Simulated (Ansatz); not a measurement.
A geometry of Nb away from equilibrium: step 2 of the relaxation of a relaxed Nb cell displaced along its unstable phonon at q = (½, ½, 0) of its primitive reciprocal cell (181i cm⁻¹), largest move 0.15 Å. All values below come from r2SCAN (plane waves to 500 eV, PAW, scalar-relativistic; Ansatz, a quantum-chemistry and plane-wave program). Γ-centred k-mesh 12×12×12 on the run's cell (coarser than for final values), Fermi–Dirac smearing 0.05 eV.

```xyz
2
Lattice="5.3676 0.0000 0.0000 2.6838 2.6838 0.0000 0.0000 0.0000 2.7094" Properties=species:S:1:pos:R:3:forces:R:3 pbc="T T T" free_energy=-9126.104 pressure_GPa=-3.0
Nb     0.0000     0.0000     0.3450    0.0000    0.0000    1.4141
Nb     2.6838     0.0000    -0.3450    0.0000    0.0000   -1.4141
```

Positions in Å, forces in eV/Å, free energy of the cell in eV (comparable only within this code, potentials and settings). Largest force: 1.41 eV/Å, on Nb1, Nb2 (atoms numbered as listed); the geometry lies 0.61 eV/atom above the end of its relaxation.

No spin polarisation in the result.

The run could not lose the symmetry of its start.

Of the parent cell (Pm-3m (No. 221)): it is a generated cell of Nb: the first start was made by placing the elements on the sites of a structure type, and the end was not matched to a known phase here, so it may be hypothetical. Known forms of Nb include space group No. 229.
